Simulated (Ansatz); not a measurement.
In PBE (plane waves, PAW; program Ansatz), Ca₂BeN₂ in the tetragonal phase (I4/mmm; Ca on 4e, Be on 2a, N on 4e) relaxes to a = 3.562 Å, c = 11.546 Å. Ca has 5 nearest neighbours from 2.43 Å (square pyramidal); Be has 2 nearest neighbours from 1.54 Å (linear). Against the elements it lies at -0.95 eV/atom, with no fitted shifts.

It is gapped at this level: 1.03 eV (indirect). The valence maximum lies at M and the conduction minimum at Γ. Electrons at the band edge weigh 0.26, 0.34, 0.34 mₑ (principal values).

An equation-of-state fit gives a bulk modulus of 84.9 GPa.

The start of the workflow was typed in or built on a structure type; neither database checked (COD, Materials Project) lists it. Its standing as an ambient phase is unchecked. Symmetry was held in the PBE relaxation; its stability against distortions is not shown here. The references are the lowest solids computed at this level, not always the standard phases (solids in place of the gases).

Potentials: the earlier of the program's two PAW sets.
